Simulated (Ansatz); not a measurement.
Coordination and ¹⁷O quadrupole coupling in BaTiO3 at a changed volume

Cell: an entry of the Crystallography Open Database (COD), relaxed with PBE at fixed cell and then changed (volume scaled by 1.02, ions relaxed).

```yaml
crystal:
  lattice:
    - [4.02629, 0.00000, 0.00000]
    - [0.00000, 4.02629, 0.00000]
    - [0.00000, 0.00000, 4.04461]
  atoms:
    - { symbol: Ba, position: [0.00000, 0.00000, 0.99533] }
    - { symbol: Ti, position: [0.50000, 0.50000, 0.47984] }
    - { symbol: O, position: [0.50000, 0.50000, 0.02551] }
    - { symbol: O, position: [0.50000, 0.00000, 0.51366] }
    - { symbol: O, position: [0.00000, 0.50000, 0.51366] }
```

Atoms are numbered from 1 in the order listed; like atoms form one site, named after its first atom.

All values are calculated (Ansatz; DFT, PBE, plane waves and PAW, scalar-relativistic, 420 eV cutoff, Γ-centred 8×8×8 k-points, Fermi–Dirac smearing 0.02 eV), not measured.

Q(¹⁷O) = -25.58 mb.

**Question.** Order the O environments from the weakest to the strongest quadrupole coupling.
A. O4: 2 Ti at 2.02 Å, angle 172°; also 4 Ba at 2.80–2.91 Å
B. O3: 2 Ti at 1.84–2.21 Å, angle 180°; also 4 Ba at 2.85 Å

**Answer.** B (0.900 MHz, η = 0.00), A (1.86 MHz, η = 0.06).

An axis of threefold or higher order runs through O3, so V_zz lies along it and η is zero. At O4 V_zz points along the line of its two bonds (within 1°). Like point charges on the first shell alone (each adding as 1/d³) would put O3 above O4: the covalent part of each bond and the atoms beyond the first shell count as well.
